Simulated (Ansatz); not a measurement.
Mn$_{3}$Sn:
```
CELL_PARAMETERS angstrom
      5.38767     0.00000     0.00000
     -2.69384     4.66586     0.00000
      0.00000     0.00000     8.50864
ATOMIC_POSITIONS crystal
  Mn 0.84919 0.69838 0.86952
  Mn 0.15081 0.84919 0.13048
  Mn 0.30162 0.15081 0.86952
  Mn 0.15081 0.30162 0.13048
  Mn 0.84919 0.15081 0.86952
  Mn 0.69838 0.84919 0.13048
  Sn 0.33333 0.66667 0.88127
  Sn 0.66667 0.33333 0.11873
  Mn 0.84919 0.69838 0.36952
  Mn 0.15081 0.84919 0.63048
  Mn 0.30162 0.15081 0.36952
  Mn 0.15081 0.30162 0.63048
  Mn 0.84919 0.15081 0.36952
  Mn 0.69838 0.84919 0.63048
  Sn 0.33333 0.66667 0.38127
  Sn 0.66667 0.33333 0.61873
```
Starting moments (μB, in the order of the atoms Mn Mn Mn Mn Mn Mn Sn Sn Mn Mn Mn Mn Mn Mn Sn Sn): 1.9 1.9 1.9 1.9 1.9 1.9 -0.1 -0.1 -1.9 -1.9 -1.9 -1.9 -1.9 -1.9 0.1 0.1.

Relaxed with PBEsol.

**Question.** Which orbitals make up the states near the Fermi level in DFT-PBEsol in the program Ansatz with PAW potentials?

**Answer.** Within 0.5 eV of the Fermi level: Mn 3d 89 %. Projections are on Löwdin-orthogonalised atomic valence shells; empty p or d shells of many metals are not among them.

**Question.** Tabulate the density of states.

**Answer.** States/eV per cell of 16 atoms, in 0.25 eV bins, energy from the Fermi level.

| E (eV) | total | Mn 3d | Sn 5p | Mn 4s |
|---|---|---|---|---|
| -7.85 | 0.60 | 0.18 | 0.01 | 0.01 |
| -7.60 | 0.00 | 0.00 | 0.00 | 0.00 |
| -7.35 | 0.00 | 0.00 | 0.00 | 0.00 |
| -7.10 | 0.00 | 0.00 | 0.00 | 0.00 |
| -6.85 | 0.22 | 0.01 | 0.09 | 0.11 |
| -6.60 | 0.66 | 0.05 | 0.27 | 0.31 |
| -6.35 | 1.08 | 0.10 | 0.43 | 0.47 |
| -6.10 | 3.08 | 0.39 | 1.38 | 1.06 |
| -5.85 | 5.98 | 0.95 | 2.71 | 1.78 |
| -5.60 | 4.08 | 0.82 | 1.84 | 1.04 |
| -5.35 | 5.33 | 1.36 | 2.38 | 1.15 |
| -5.10 | 7.65 | 2.42 | 3.23 | 1.44 |
| -4.85 | 5.30 | 1.86 | 2.13 | 0.90 |
| -4.60 | 4.72 | 1.84 | 1.81 | 0.74 |
| -4.35 | 6.89 | 3.51 | 2.07 | 0.91 |
| -4.10 | 9.54 | 5.70 | 2.15 | 1.27 |
| -3.85 | 15.05 | 9.88 | 2.82 | 1.82 |
| -3.60 | 15.32 | 10.01 | 3.38 | 1.45 |
| -3.35 | 14.94 | 9.86 | 3.54 | 1.09 |
| -3.10 | 15.26 | 11.07 | 2.87 | 0.88 |
| -2.85 | 20.99 | 16.86 | 2.26 | 1.26 |
| -2.60 | 22.31 | 18.84 | 1.73 | 0.99 |
| -2.35 | 19.17 | 16.26 | 1.76 | 0.47 |
| -2.10 | 20.37 | 17.58 | 1.64 | 0.43 |
| -1.85 | 18.51 | 16.37 | 1.05 | 0.44 |
| -1.60 | 26.22 | 23.84 | 1.08 | 0.45 |
| -1.35 | 19.38 | 17.48 | 0.98 | 0.40 |
| -1.10 | 28.25 | 25.90 | 1.03 | 0.48 |
| -0.85 | 26.53 | 24.72 | 0.65 | 0.37 |
| -0.60 | 28.16 | 25.66 | 0.96 | 0.52 |
| -0.35 | 15.82 | 14.08 | 0.67 | 0.40 |
| -0.10 | 7.86 | 6.84 | 0.49 | 0.19 |
| 0.15 | 17.79 | 15.61 | 1.06 | 0.38 |
| 0.40 | 16.78 | 15.37 | 0.64 | 0.30 |
| 0.65 | 20.75 | 19.01 | 0.77 | 0.40 |
| 0.90 | 23.38 | 21.12 | 1.00 | 0.51 |
| 1.15 | 25.60 | 23.31 | 0.76 | 0.66 |
| 1.40 | 18.73 | 16.97 | 0.49 | 0.53 |
| 1.65 | 22.59 | 20.34 | 0.91 | 0.51 |
| 1.90 | 12.13 | 9.90 | 1.13 | 0.35 |
| 2.15 | 9.38 | 7.12 | 1.11 | 0.37 |
| 2.40 | 10.35 | 7.25 | 1.74 | 0.43 |
| 2.65 | 9.42 | 5.98 | 1.98 | 0.53 |
| 2.90 | 6.72 | 3.62 | 1.65 | 0.57 |
| 3.15 | 4.59 | 2.17 | 1.32 | 0.45 |
| 3.40 | 5.01 | 2.02 | 1.55 | 0.53 |
| 3.65 | 3.16 | 1.09 | 0.89 | 0.51 |
| 3.90 | 5.30 | 1.53 | 1.09 | 1.27 |
| 4.15 | 5.83 | 1.39 | 1.18 | 1.50 |
| 4.40 | 4.01 | 0.94 | 0.94 | 0.96 |
| 4.65 | 5.01 | 1.21 | 1.46 | 1.08 |

Space group P-3m1. The workflow started from an entry of the Crystallography Open Database (COD); the relaxed space group is not among those it files for this formula. COD files the formula under space group No. 194, so this cell is another polymorph or a model. Its standing as an ambient phase is unchecked. Symmetry was held in the PBEsol relaxation, as lowered by the spin order; its stability against distortions is not shown here. The final state is antiferromagnetic, chosen from 5 collinear starts compared on coarse meshes (ties went to the first, and starts can fall back to one state), not a proven ground state. The volume moved by -15 % from the start of the relaxation. Its formation energy is positive at this level, so the cell may be metastable or incomplete. The volume fell by over 15 % from the filed cell, which may lack light atoms or belong to other conditions. Spin–orbit coupling is left out wherever it is not named.

Potentials: the earlier of the program's two PAW sets.
